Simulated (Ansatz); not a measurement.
Relaxed CdS (zinc blende):

```xyz
4
Lattice="0.0000 5.8791 5.8791 2.9395 2.9395 5.8791 2.9395 2.9395 0.0000" Properties=species:S:1:pos:R:3 pbc="T T T"
S      4.4093    10.2884    10.2884
S      4.4093     7.3488     7.3488
Cd     0.0000     0.0000     0.0000
Cd     2.9395     5.8791     8.8186
```

A phonon eigenvector at X = (0.5, 0.5, 0.0) is frozen into this cell: atom i moves by Q times the vector below, so Q is the largest atomic displacement, in Å. The cell is held. It is one choice among 2 degenerate patterns. (q is in reciprocal vectors of the primitive cell; the cell shown is doubled to hold the pattern.)

```tsv
atom	x	y	z
S1	0.000	1.000	0.000
S2	0.000	-1.000	0.000
Cd3	-0.194	0.000	0.000
Cd4	0.194	0.000	0.000
```

Calculation: r2SCAN (plane waves to 500 eV, PAW, scalar-relativistic; Ansatz, an electronic-structure program). k mesh 10×10×10 (Γ-centred), Fermi-Dirac smearing 0.05 eV. The energy includes the smearing's −TS. CdS was relaxed with its symmetry unable to fall. The PAW data are Ansatz's earlier set. ΔE is measured from the undisplaced structure.

| Q (Å) | ΔE (meV/cell) |
|---|---|
| -0.1000 | 97.2 |
| -0.0833 | withheld |
| -0.0667 | 43.2 |
| -0.0500 | 24.3 |
| -0.0333 | 10.8 |
| -0.0167 | 2.7 |
| 0.0000 | 0.0 |
| 0.0167 | 2.7 |
| 0.0333 | 10.8 |
| 0.0500 | 24.3 |
| 0.0667 | 43.2 |
| 0.0833 | withheld |
| 0.1000 | 97.2 |

### Question
Fit an even polynomial form (powers 2, 4) to the given rows and predict ΔE at Q = -0.0833.

### Answer
Least squares on the 11 given rows: ΔE = (9712)·Q² + (779.2)·Q⁴, in meV/cell with Q in Å; root-mean-square residual 0.02 meV/cell. At -0.0833 the fit gives 67.4 meV/cell; the calculation gives 67.5 meV/cell, so the interpolation is off by -0.1 (-0.1 %). The quadratic term alone would give 67.4 meV/cell.

(A displaced cell: forces are minus the slopes of the energy, force constants its curvatures, and phonons follow from these.)
